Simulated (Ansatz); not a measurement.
Ansatz (a quantum-chemistry and plane-wave program) input:

Ansatz 0.2 input:
```yaml
crystal:
  lattice:
    - [3.7928903463, 0.0, 0.0]
    - [-1.8964451732, 3.2847393937, 0.0]
    - [0.0, 0.0, 6.6468432088]
  atoms:
    - { symbol: Ti, position: [0.0, 0.0, 0.0] }
    - { symbol: Te, position: [0.3333333333, 0.6666666667, 0.2544939273] }
    - { symbol: Te, position: [0.6666666667, 0.3333333333, 0.7455060727] }
kpoints:
  mp_grid: { grid: [12, 12, 6] }
hamiltonian:
  xc: r2scan
  dispersion: d4
  pseudopotentials: { kind: paw }
scf:
  occupations: { method: fermi_dirac, width: 0.1 }
phonons:
  method: dfpt
  response_accuracy: low
  eigenvectors: true
  rigid_motions: translations
```

Output (shortened):

```
Pseudopotential: Ti, paw, valence charge 12
Pseudopotential: Te, paw, valence charge 16
Functional definition: r2SCAN
Crystal: 3 atoms, lattice volume = 82.811 Å³
Basis set: ecut = 500 eV, 2053 PW (Γ), exchange–correlation on 150×150×250 points (125 copies of the dense FFT grid, shifted against one another)
Bands: 27, of which v1, the nominal top of the filled ones, is band 22 counted from 1 (21 counted from 0)
Symmetry: 12 space group operations
k-points: 242 of 864 (irreducible under 2 space group operations, time reversal used)
SCF iter   1: F=—  HF=-16496.965466 eV  |F-HF|=—  |Δ(HF+E_count)|=         —  Δρ=2.15e-2  dr2=8.13e-1  dr2_τ=2.40e-2  ethr=1.77e-3  ⟨swp⟩=5.7  Hψ=28571  notcnv=0
preconditioner: auto → LDOS
SCF iter   2: F=—  HF=-16497.167265 eV  |F-HF|=—  |Δ(HF+E_count)|=   2.02e-1  Δρ=3.84e-2  dr2=2.70e0  dr2_τ=9.37e-2  ethr=1.77e-3  ⟨swp⟩=3.3  Hψ=13228  notcnv=0  defer=2  recentre
SCF iter   3: F=—  HF=-16496.936725 eV  |F-HF|=—  |Δ(HF+E_count)|=   2.31e-1  Δρ=5.07e-3  dr2=4.81e-2  dr2_τ=3.44e-4  ethr=1.77e-3  ⟨swp⟩=3.0  Hψ=9562  notcnv=0
SCF iter   4: F=—  HF=-16496.934253 eV  |F-HF|=—  |Δ(HF+E_count)|=   2.47e-3  Δρ=8.56e-4  dr2=1.91e-3  dr2_τ=3.75e-5  ethr=1.09e-4  ⟨swp⟩=1.9  Hψ=8590  notcnv=0
SCF iter   5: F=—  HF=-16496.934118 eV  |F-HF|=—  |Δ(HF+E_count)|=   1.35e-4  Δρ=7.82e-4  dr2=1.17e-3  dr2_τ=1.51e-5  ethr=4.34e-6  ⟨swp⟩=2.2  Hψ=8843  notcnv=0
SCF iter   6: F=—  HF=-16496.934007 eV  |F-HF|=—  |Δ(HF+E_count)|=   1.11e-4  Δρ=7.46e-5  dr2=3.25e-6  dr2_τ=2.80e-7  ethr=2.65e-6  ⟨swp⟩=1.2  Hψ=6580  notcnv=0
SCF iter   7: F=—  HF=-16496.934009 eV  |F-HF|=—  |Δ(HF+E_count)|=   2.20e-6  Δρ=1.51e-5  dr2=2.32e-7  dr2_τ=7.27e-9  ethr=7.39e-9  ⟨swp⟩=3.2  Hψ=13878  notcnv=0
SCF iter   8: F=—  HF=-16496.934009 eV  |F-HF|=—  |Δ(HF+E_count)|=   3.82e-8  Δρ=4.48e-6  dr2=2.15e-8  dr2_τ=1.11e-9  ethr=5.26e-10  ⟨swp⟩=3.0  Hψ=12827  notcnv=0
SCF iter  11: F=-16496.934009 eV  HF=-16496.934009 eV  |F-HF|=0.00e0  |Δ(HF+E_count)|=  4.37e-11  Δρ=4.92e-8  dr2=2.19e-12  dr2_τ=1.14e-13  ethr=1.00e-12  ⟨swp⟩=6.7  Hψ=29279  notcnv=0
SCF 1 converged in 11 iterations: F = -16496.934009 eV  dr2 = 2.19e-12
DFPT response loops at Γ: preconditioner auto → Kerker (q_TF=auto, 2.455 Å⁻¹) (partly filled bands, converged f_vac=0.021) …
SCF converged after 11 iterations
Free energy (F): -16496.934009 eV
Harris-Foulkes:  -16496.934009 eV  (|F-HF|=0.00e0)
Internal energy: -16496.895773 eV  (E = F + TS)
E sigma→0 (E₀):  -16496.914891 eV
Entropy (-TS):   -0.038237 eV (-12.746 meV/atom)
Fermi energy:    9.759920 eV
--- Per-component energies (eV) ---
  E_band       = -726.941721
  E_kinetic    = 632.851183
  E_local      = -3612.783929  (includes V_loc(G=0)·N_el)
  E_nonlocal   = -612.896353
  E_hartree    = 2081.649071
  E_xc         = -323.969669
  E_vxc        = -356.690818  (∫ρ·V_xc dr)
  E_paw        = -10429.844131  (= ΣΔE_a)
  E_vpaw       = -963.305174  (= ΣTr[D̂ρ^β])
  E_aug_tail   = 0.000007  (compensation charges beyond the density's cutoff)
  E_vtau       = 22.585150  (kinetic-family band-sum trace: ∫τ·v_τ [+ j·A + Jᵃ·Aᵃ] dr)
  E_ewald      = -4231.809677
  E_disp       = -0.408528  (pairwise vdW)
  E_core_change = 0.316254  (= ΣΔE_core)
  E_smearing   = -0.038237  (= −TS)
  E_closure    = 0.000000  (closes the sum)
  Σ components = -16496.934009   (vs F -16496.934009, Δ=0.00e0)
  [band-id]    e_kinetic+e_local+e_nonlocal+2·e_hartree+e_vxc+e_vpaw+e_augmentation_tail+e_vtau = -726.941792   (vs E_band -726.941721, Δ=-7.05e-5)
--- Band table (eV; the first three rows and the last of 242) ---
  k-point 0: bands = ["-50.3215", "-27.6360", "-27.6360", "-27.6277", "-27.6277", "-27.6008", "-27.6008", "-27.5998", "-27.5998", "-27.5869", "-27.5849", "-25.5001", "-25.5001", "-25.4722", "-3.1138", "-1.6612", "4.4468", "7.7980", "7.7980", "9.9707", …
  k-point 1: bands = ["-50.3215", "-27.6363", "-27.6363", "-27.6274", "-27.6274", "-27.6007", "-27.6007", "-27.5998", "-27.5998", "-27.5868", "-27.5851", "-25.5001", "-25.5001", "-25.4723", "-3.0503", "-1.7807", "4.7202", "7.8103", "7.8103", "9.1652", …
  k-point 2: bands = ["-50.3215", "-27.6368", "-27.6368", "-27.6271", "-27.6271", "-27.6005", "-27.6005", "-27.5998", "-27.5998", "-27.5864", "-27.5854", "-25.5001", "-25.5001", "-25.4723", "-2.8795", "-2.0567", "5.4433", "7.8355", "7.8355", "7.9915", …
  k-point 241: bands = ["-50.3189", "-27.6360", "-27.6274", "-27.6249", "-27.6231", "-27.6057", "-27.6027", "-27.6006", "-27.6003", "-27.5807", "-27.5801", "-25.5404", "-25.5194", "-25.4484", "-1.2591", "-1.2370", "5.3463", "5.4409", "6.8053", "7.0612", …
--- Phonons (Γ-DFPT): 4 representative perturbations + reference, on 242 of 864 k-points (Σ response iterations 31) ---
  ASR residual: 2.701e-3 → 0.000e0 eV/Å²; symmetrization residual: 1.385e-3 eV/Å²
  pairwise dispersion correction: d4 (s6 = 1.0, s8 = 0.6018749, s9 = 1.0, a1 = 0.51559235, a2_bohr = 5.77342911), with the weights of each atom's references …
  ASR residual per site (eV/Å²): 2.70e-3 4.90e-4 4.90e-4
  Γ frequencies (cm⁻¹): 0.00 0.00 0.00 102.23 102.23 145.28 166.26 166.26 269.49
  non-analytic LO–TO correction: not included (Born effective charges unavailable; polar crystals: no LO–TO splitting at Γ)
```

Cost: about 17 core-minutes (a rough figure) on shared cores.

Space group P-3m1 (CdI2 type). The cell was relaxed with r²SCAN+D4 under the symmetry of its start; of distortions, only those at the zone centre were tested. The run is not spin-polarised. As this level gives no gap, phonon frequencies hold no LO–TO term and depend on the k-mesh and smearing (Fermi–Dirac, 0.1 eV here). Scalar-relativistic: spin–orbit coupling is off unless named, which matters more the heavier the elements.

Potentials: the later of the program's two PAW sets.

Ansatz is a plane-wave DFT program.
